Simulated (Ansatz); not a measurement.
Starting cell, Cu (fcc, Cu type):

```xyz
4
Lattice="3.5638 0.0000 0.0000 0.0000 3.5638 0.0000 0.0000 0.0000 3.5638" Properties=species:S:1:pos:R:3 pbc="T T T"
Cu     0.0000     0.0000     0.0000
Cu     1.7819     1.7819     0.0000
Cu     1.7819     0.0000     1.7819
Cu     0.0000     1.7819     1.7819
```

In this cell atom 4 (Cu, nearest neighbour Cu at 2.520 Å; its periodic images, 3.6 Å or more away, move with it) is moved by s along Cartesian [111], unit vector (0.577, 0.577, 0.577); all other atoms and the cell stay fixed.

These are PBEsol (plane waves to 420 eV, PAW, scalar-relativistic; Ansatz, a quantum-chemistry and plane-wave program) values and carry that method's errors. k mesh 11×11×11 (Γ-centred), Fermi-Dirac smearing 0.05 eV. E stands for the smeared free energy. Left out: 2 of 11 points, with atoms too close for the PAW data. With partly filled bands, energies and forces of such displacements shift with the k mesh and the smearing. Cu is run without spin polarisation. Cu was relaxed with its symmetry unable to fall. ΔE is measured from the undisplaced structure. The last digit holds for this mesh only.

```
s (Å)   ΔE (meV/cell)
------  -------------
-0.608         1941.5
-0.456          966.3
-0.304       withheld
-0.152           91.3
0.000             0.0
0.152            91.3
0.304        withheld
0.456           966.3
0.608          1941.5
```

Fit an even polynomial form (powers 2, 4) to the given rows and predict ΔE at s = -0.304.

Least squares on the 7 given rows: ΔE = (3869)·s² + (3741)·s⁴, in meV/cell with s in Å; root-mean-square residual 0.06 meV/cell. At -0.304 the fit gives 389.5 meV/cell; the calculation gives 389.3 meV/cell, so the interpolation is off by 0.2 (+0.1 %). The quadratic term alone would give 357.6 meV/cell.

(A displaced cell: forces are minus the slopes of the energy, force constants its curvatures, and phonons follow from these.)
